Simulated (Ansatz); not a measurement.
The start is a relaxed CdGeAs2 cell shaken by Gaussian noise of σ = 0.08 Å a coordinate. The cell and all atomic positions are relaxed at zero pressure with PBEsol (plane waves to 420 eV, PAW, scalar-relativistic; Ansatz, a program for electronic structure). First-step values are on the input's coarse k-mesh.

Ansatz input (later rounds restart from its end on a renewed k-mesh):
Ansatz 0.2 input:
```yaml
crystal:
  lattice:
    - [5.1630772453, 0, 0]
    - [0, 5.1630772453, 0]
    - [0, 0, 10.0148294707]
  atoms:
    - { symbol: As, position: [0.5037926765, 0.5061795459, -0.0038840579] }
    - { symbol: As, position: [0.5079735248, 0.5022225342, 0.4998840028] }
    - { symbol: As, position: [0.506294928, -0.003382279, 0.0070561733] }
    - { symbol: As, position: [0.0020686055, 0.4807962798, 0.4925688363] }
    - { symbol: Cd, position: [-0.0189727745, 0.4930703653, -0.0067643595] }
    - { symbol: Cd, position: [0.525175772, -0.0214837514, 0.5045857041] }
    - { symbol: Ge, position: [0.4814493046, 0.5179132406, 0.7493139438] }
    - { symbol: Ge, position: [0.486171024, 0.5021544744, 0.2545350385] }
basis: { ecutwfc: 420, ecutrho_ratio: 4, xc_grid: 2, fft_grid_basis: typed }
kpoints: { mp_grid: { grid: [5, 5, 3] } }
hamiltonian:
  xc: pbesol
  dispersion: none
  pseudopotentials: { kind: paw }
scf: { occupations: { method: fermi_dirac, width: 0.05 } }
relax: { f_tol: 0.01, max_steps: 100, cell: { stress_tol: 0.02 } }
output: { forces: true, stress: true }
```

What is the largest force in the starting geometry, and on which atom (counted from 1)?

About 1.3 eV/Å, on Cd6 (atoms numbered as listed).

By how much does the energy per atom fall from start to end?

0.87 eV/atom.

How does the volume change?

-36.4 %, from 33.37 to 21.22 Å³/atom.

Does it find its way back to the structure it was made from?

It does not go back: it reaches P-1 (No. 2), 0.86 eV/atom below the parent.

How do the shortest distances between atoms change?

The closest pairs of elements (up to four, under 3.6 Å), start → end: As–Ge 2.46 → 2.62 Å; As–Cd 2.46 → 2.70 Å; As–As 2.53 → 2.48 Å; Cd–Ge 3.42 → 2.84 Å.

What band gap does the relaxed structure have at this level?

Zero (metallic).

What does it relax into? Give the structure.


```xyz
8
Lattice="4.0028 0.0000 0.0000 -1.5188 5.6148 0.0000 -1.1493 -2.5932 7.5551" Properties=species:S:1:pos:R:3 pbc="T T T"
As     0.3538     0.2115     6.5341
As    -1.0081     2.6864     4.2598
As     1.8596     1.4357     1.0157
As     3.2224    -1.0392     3.2907
Cd    -2.2276     2.3340     7.5514
Cd     1.1069     0.8243     3.7759
Ge     2.3038    -1.3361     5.7298
Ge    -0.0901     2.9838     1.8201
```

Final values are on a 12×9×6 k-mesh of the relaxed cell. No spin polarisation in the result.

The relaxed structure here is a generated cell of CdGeAs2: the first start was made by a random draw of sites in a space group, and the end was not matched to a known phase here, so it may be hypothetical.
